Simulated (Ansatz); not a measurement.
**LuTl$_{3}$: frozen-core PAW against all-electron methods**

```yaml
crystal:
  lattice:
    - [4.65300, 0.00000, 0.00000]
    - [0.00000, 4.65300, 0.00000]
    - [0.00000, 0.00000, 4.65300]
  atoms:
    - { symbol: Lu, position: [0.00000, 0.00000, 0.00000] }
    - { symbol: Tl, position: [0.00000, 0.50000, 0.50000] }
    - { symbol: Tl, position: [0.50000, 0.00000, 0.50000] }
    - { symbol: Tl, position: [0.50000, 0.50000, 0.00000] }
```

Atoms are numbered in the order listed.

The cell is COD entry 1538927, as deposited and not checked against the literature; nothing was relaxed.

Spin–orbit coupling is left out, though it moves levels of the heavy atoms by tenths of an eV or more.

All numbers are computed: DFT, PBEsol, PAW with Ansatz's default frozen-core files, scalar-relativistic (Ansatz 0.2.0); DFT, PBEsol, all-electron LAPW, scalar-relativistic (Ansatz 0.2.0).

For PAW: a Γ-centred 7×7×7 k mesh, Fermi–Dirac smearing of 0.08 eV, cutoff 420 eV, no spin polarisation; the PAW files were made with PBE, and the program remakes their frozen cores for this functional. LAPW targets a basis error of 1 meV/atom. The Ansatz runs share mesh, smearing and spin set-up. Plane-wave (PAW) pressures include the program's estimate of the Pulay term.

Stress and pressure are positive in compression.

Levels count from the Fermi level.

PAW results:

```tsv
quantity	PAW
pressure (GPa)	-0.32
highest filled level at Γ (eV)	-1.589
lowest empty level at Γ (eV)	2.372
highest filled level at X (eV)	-0.648
lowest empty level at X (eV)	0.551
```

What does all-electron LAPW give for the same quantities?


| quantity | LAPW |
| --- | --- |
| pressure (GPa) | -0.31 |
| highest filled level at Γ (eV) | -1.590 |
| lowest empty level at Γ (eV) | 2.373 |
| highest filled level at X (eV) | -0.648 |
| lowest empty level at X (eV) | 0.551 |
